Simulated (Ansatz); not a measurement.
TlBr:
```
TlBr
1.0
    3.98015     0.00000     0.00000
    0.00000     3.98015     0.00000
    0.00000     0.00000     3.98015
Tl Br
1 1
Direct
  0.00000   0.00000   0.00000
  0.50000   0.50000   0.50000
```

Relaxed with PBE+D3(BJ). Special points in fractions of this cell's reciprocal vectors: Γ (0.000, 0.000, 0.000); X (0.000, 0.500, 0.000); M (0.500, 0.500, 0.000); R (0.500, 0.500, 0.500).

Q: List the band energies nearest the valence-band maximum at these points for the program Ansatz at the PBE+D3(BJ) with spin–orbit coupling level (PAW).

A: In eV from the valence-band maximum; about four levels below and three above (degenerate sets whole), none deeper than 8.9 eV; points with the same levels are listed once.

```json
[
 {"k": "Γ", "below": "-1.19 -1.19 -1.19 -1.19", "above": "5.63 5.63 6.99 6.99 6.99 6.99"},
 {"k": "X", "below": "-0.69 -0.69 0.00 0.00", "above": "1.65 1.65 5.14 5.14"},
 {"k": "M", "below": "-2.97 -2.97 -0.78 -0.78", "above": "4.19 4.19 5.10 5.10"},
 {"k": "R", "below": "-1.85 -1.85 -1.85 -1.85", "above": "1.24 1.24 2.43 2.43 2.43 2.43"}
]
```

Space group Pm-3m (CsCl type). The cell was relaxed with PBE+D3(BJ) under the symmetry of its start; phonons on a q-mesh show no instability.

Potentials: the later of the program's two PAW sets.
